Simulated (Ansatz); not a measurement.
HfSiO4: pressure and gap against volume

A database entry relaxed whole under r2SCAN (I4_1/amd):

```
Hf Si O
1.0
    -3.29138    3.29138    2.98574
     3.29138   -3.29138    2.98574
     3.29138    3.29138   -2.98574
Hf Si O
2 2 8
Direct
  0.75000 0.25000 0.50000
  0.00000 0.00000 0.00000
  0.25000 0.75000 0.50000
  0.50000 0.50000 0.00000
  0.13525 0.31985 0.81540
  0.06985 0.75446 0.68460
  0.50446 0.31985 0.18460
  0.06985 0.38525 0.31540
  0.61475 0.93015 0.68460
  0.68015 0.86475 0.18460
  0.24554 0.93015 0.31540
  0.68015 0.49554 0.81540
```

The cell was scaled uniformly, its shape held, and the atoms relaxed at each volume with plane-wave PAW DFT (Ansatz 0.2.0; r2SCAN, 500 eV, 6×6×6 Γ-centred mesh, fermi-dirac occupations of width 0.020 eV; no spin, no spin-orbit coupling). One row is withheld.

```tsv
volume (Å³/atom)	energy over the lowest (meV/atom)	pressure (GPa)	gap over mesh and path (eV)
10.135	32.4	16.99	6.35
10.350	13.9	10.71	6.23
10.566	?	?	?
10.782	0.0	0.00	6.00
10.997	3.1	-4.55	5.88
11.213	12.0	-8.63	5.77
11.429	26.2	-12.29	5.65
```

Q: Fit the pressures of the other rows to the third-order Birch-Murnaghan form.

A: With f = [(V₀/V)^(2/3) − 1]/2 and P = 3B₀f(1 + 2f)^(5/2)[1 + 3(B₀′ − 4)f/2], least squares gives V₀ = 10.78 Å³ an atom, B₀ = 240 GPa and B₀′ = 4.4; the rows miss the fit by less than 0.01 GPa. The slope of the energies differs from these pressures by less than 0.05 GPa.

Q: How does the gap move with volume?

A: A parabola in ln(V/V₀) through the other rows has the slope dE_g/d ln V = -5.8 eV at V₀, so by B₀ the gap moves by +24 meV a GPa at this fixed shape: it widens under pressure.

Q: What does the withheld row hold?

A: The fit gives 5.06 GPa at 10.566 Å³; the run gave 5.06 GPa and 3.3 meV an atom. Its gap is 6.11 eV, against 6.11 eV from the parabola.

Caveats: the shape of the cell was held, so B₀ is an upper bound where the axes differ in stiffness; 0 K, fixed nuclei; the symmetry was kept, and this need not be the phase that is stable at 0 K; one mesh for all volumes; r2SCAN gaps lie as a rule under measured ones; the slope of the gap can be off by tens of per cent, more where shallow d levels or spin-orbit coupling act on the edges; pressure is positive in compression.
